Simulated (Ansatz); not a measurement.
Method: Ansatz 0.2.0, DFT PBE, scalar-relativistic, plane waves, PAW. All cells share a 420 eV cutoff and Γ-centred k meshes spaced at most about 0.3 Å⁻¹ (2π included). No spin polarisation in the final relaxations.

All energies are static (0 K, no zero-point motion). All come from trial cells, and lower structures may exist.

Task: Order these relaxed structures of Sn₄SeS₃ by energy, lowest first, with the energy over the lowest of them.
A.

```xyz
8
Lattice="-2.9542 2.9542 5.9026 2.9542 -2.9542 5.9026 2.9542 2.9542 -5.9026" Properties=species:S:1:pos:R:3 pbc="T T T"
Sn    0.0000    0.0000    8.7848
Sn    0.0000    0.0000    3.0203
Sn    0.0000    2.9542    0.0000
Sn    2.9542    0.0000    0.0000
Se    0.0000    0.0000    0.0000
S     0.0000    0.0000    5.9026
S     2.9542    0.0000    2.9513
S     0.0000    2.9542    2.9513
```

B.

```xyz
8
Lattice="6.0138 0.0000 0.0000 -0.0886 6.0176 0.0000 -1.4827 -1.4858 5.9037" Properties=species:S:1:pos:R:3 pbc="T T T"
Sn    3.8902    4.0058    2.9245
Sn    0.9407    1.2936    3.0024
Sn    3.9649    1.1267    5.8288
Sn    1.0246    4.3046    5.8980
Se    4.1813    4.2420    5.6402
S     1.2684    0.9703    5.5905
S     4.2526    1.2840    3.2448
S     1.2074    3.9460    3.2927
```

Result: B (0 meV/atom), A (29 meV/atom). Forms: B P1; A Se and S ordered on rock salt sites, I4/mmm. Counting S or Se atoms around Sn (for each partner element, those within 1.25 times its shortest distance or 1.15 times the sum of covalent radii, where it is the nearest in units of that sum or under 1.3; a plus sign parts groups by distance over the sum of covalent radii; a slash parts the counts of unlike sites): B has Sn 3/4/3+2; A has Sn 6.

No dispersion correction is applied, so the spacing and binding between layers, chains or molecules are poorly described (P1), and this can change margins and order among such cells. Cells relaxed within their symmetry can be saddle points. The P1 cell of Sn4SeS3 came from shaking the I4/mmm one. Some structure types and database cells were kept out of the candidates from the start, so a known form may be missing.
